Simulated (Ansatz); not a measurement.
## Ga2HCl3 — Ga-71 NMR of the central transition

Cell: an entry of the Crystallography Open Database (COD; perhaps a calculated or model structure) whose atoms were relaxed with PBE, the cell held.

Space group P2_1/c (No. 14); a = 5.7300, b = 6.7870, c = 14.8478 Å, β = 104.57°.

```csv
site,Wyckoff,site symmetry,x,y,z
Ga1,4e,1,0.9262,0.7668,0.9206
Ga5,4e,1,0.6487,0.6849,0.6464
H,4e,1,0.8589,0.7958,0.0144
Cl13,4e,1,0.8098,0.4889,0.8435
Cl17,4e,1,0.3266,0.7795,0.9355
Cl21,4e,1,0.7812,0.9989,0.8128
```

One atom of each set is listed.

Level of theory: DFT, r2SCAN, plane waves and PAW, scalar-relativistic, 500 eV cutoff, Γ-centred 5×4×2 k-points, Fermi–Dirac smearing 0.02 eV (Ansatz 0.2.0).

Ga-71 has I = 3/2 and Q = 107.0 mb (Pyykkö 2018); at 23.5 T its Larmor frequency is ν₀ = 306.0 MHz. Only the quadrupole interaction is simulated: positions count from each site's isotropic chemical shift, and shift anisotropy, dipolar and J coupling are left out, though they dominate static lines narrower than about 10 kHz.

Simulated pattern of one Ga site (static powder, Gaussian broadening 30 kHz):

(offset (kHz), height): (-415.5, 0), (-394.3, 9), (-373.1, 43), (-351.9, 67), (-330.6, 80), (-309.4, 100), (-288.2, 100), (-267.0, 78), (-245.8, 66), (-224.6, 59), (-203.3, 55), (-182.1, 52), (-160.9, 50), (-139.7, 48), (-118.5, 47), (-97.3, 46), (-76.0, 45), (-54.8, 45), (-33.6, 45), (-12.4, 44), (8.8, 38), (30.0, 36), (51.3, 38), (72.5, 41), (93.7, 44), (114.9, 50), (136.1, 60), (157.3, 82), (178.6, 95), (199.8, 54), (221.0, 10), (242.2, 0)

Task: Which |C_Q| and η does the pattern imply?

Result: The pattern spans 585 kHz before broadening and its centre of gravity is at -102 kHz, which fixes P_Q; the places of the horns and steps fix η. That gives P_Q = 35.3 MHz, |C_Q| = 35.3 MHz and η = 0.12, the values that the calculation gives site Ga1 (1 H at 1.55 Å, 3 Cl at 2.22–2.25 Å). The other sites have |C_Q| = 2.62 MHz. The sign of C_Q can't be read from the pattern.

At Ga1 V_zz points along its shortest bond, to H (within 4°).

The database positions were far from equilibrium, so the relaxed structure may not be the compound's real one.

The run took 2.3 min of wall time (2.2 min of CPU time) and 2.5 GiB at its peak, on 1 thread of Intel Xeon 6975P-C (Granite Rapids) (x86_64; 36 cores open to the job, memory cap 3.0 GiB, no GPU), a shared host with a load of 0.7 a core.
